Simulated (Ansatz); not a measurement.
RbBr:
```yaml
crystal:
  lattice:
    - [0.00000, 3.42193, 3.42193]
    - [3.42193, 0.00000, 3.42193]
    - [3.42193, 3.42193, 0.00000]
  atoms:
    - { symbol: Rb, position: [0.00000, 0.00000, 0.00000] }
    - { symbol: Br, position: [0.50000, 0.50000, 0.50000] }
```

PBEsol (plane waves, PAW; program Ansatz) gives a gap of 4.22 eV without spin–orbit coupling, maximum at Γ, minimum at Γ.

Q: What happens when spin–orbit coupling is switched on?

A: The gap decreases by 0.16 eV, to 4.06 eV; maximum at Γ, minimum at Γ.

Q: How large is the spin–orbit splitting of the valence top at Γ?

A: The fourfold level lies 0.50 eV above the split-off pair.

Q: Give the electron effective mass with spin–orbit coupling.

A: 0.36 mₑ (isotropic).

Q: Give the hole effective mass with spin–orbit coupling, band 1 of 2 at the edge.

A: 5.1 along [100], 2.8 along [110], 2.3 along [111] (mₑ).

Q: Give the hole effective mass with spin–orbit coupling, band 2 of 2 at the edge.

A: 0.71 along [100], 0.80 along [110], 0.85 along [111] (mₑ).

Space group Fm-3m (rock salt). The PBEsol relaxation kept the symmetry of its start.

Potentials: the later of the program's two PAW sets.
